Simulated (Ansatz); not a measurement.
Ta: stationary points along a deformation path

The calculation used DFT r2SCAN, scalar-relativistic, plane waves, PAW in Ansatz 0.2.0. Cutoff 500 eV, Γ-centred 22×22×22 k-points, Gaussian smearing of 0.15 eV. Spin–orbit coupling is left out, which can shift energies with elements as heavy as these. No spin polarisation. Energies are free energies at this smearing, counted from the undisturbed cell; pressure is positive in compression.

The undisturbed cell (as given, not relaxed at this level; it stands at -1.7 GPa; this fcc form isn't the usual structure):

```xyz
1
Lattice="0.0000 2.1100 2.1100 2.1100 0.0000 2.1100 2.1100 2.1100 0.0000" Properties=species:S:1:pos:R:3 pbc="T T T"
Ta    0.0000    0.0000    0.0000
```

At fixed volume and fractional coordinates, lengths along (0.577, 0.577, 0.577) are scaled against those across it; ρ is that ratio over its starting value. V = 18.788 Å³/atom. Δσ is the stress along the axis less the mean stress across it (compression positive).

| ρ | ΔE (meV/atom) | Δσ (GPa) | space group |
| --- | --- | --- | --- |
| 0.500 | 1009.4 | 0.00 | Pm-3m |
| 0.600 | 741.2 | 31.93 | R-3m |
| 0.710 | 325.2 | 27.15 | R-3m |
| 0.850 | 90.8 | 7.48 | R-3m |
| 0.930 | 30.6 | 9.31 | R-3m |
| 1.000 | 0.0 | 0.00 | Fm-3m |
| 1.080 | 25.0 | -6.85 | R-3m |
| 1.200 | 138.4 | -23.49 | R-3m |
| 1.410 | 686.7 | -62.15 | R-3m |
| 1.700 | 1918.2 | -107.07 | R-3m |
| 2.000 | 3560.5 | -152.54 | R-3m |

**Question.** How does the stress give the slope of the energy, and where is the energy stationary?

**Answer.** Along the path d ln(length) is 2/3 d ln ρ on the axis and −1/3 d ln ρ across it, so dE/d ln ρ = −(2/3) V Δσ: the energy falls with ρ where Δσ is positive. Δσ vanishes or changes sign at ρ = 0.500 (Pm-3m, an end of the scan), at 1009.4 meV/atom; at ρ = 1.000 (Fm-3m), a minimum at 0.0 meV/atom. Pairs of stationary points between two samples would go unseen, and could change a minimum read from distant neighbours into a maximum. At ρ = 0.500, 1.000 the cell is cubic, where symmetry alone makes the stress isotropic and the slope zero.

**Question.** Which shear constant sets the curvature at ρ = 1?

**Answer.** For a cubic crystal E/V = (2/3) C (ln ρ)² with C = C44, so Δσ = −2C ln ρ. The parabola of Δσ against ln ρ through ρ = 0.930, 1 and 1.080 gives C ≈ 55 GPa with the ions clamped, rough because the steps are large. It is the stress–strain coefficient at this cell's pressure of -1.7 GPa, not the zero-pressure constant.

In a metal these slopes depend on the k mesh and the smearing.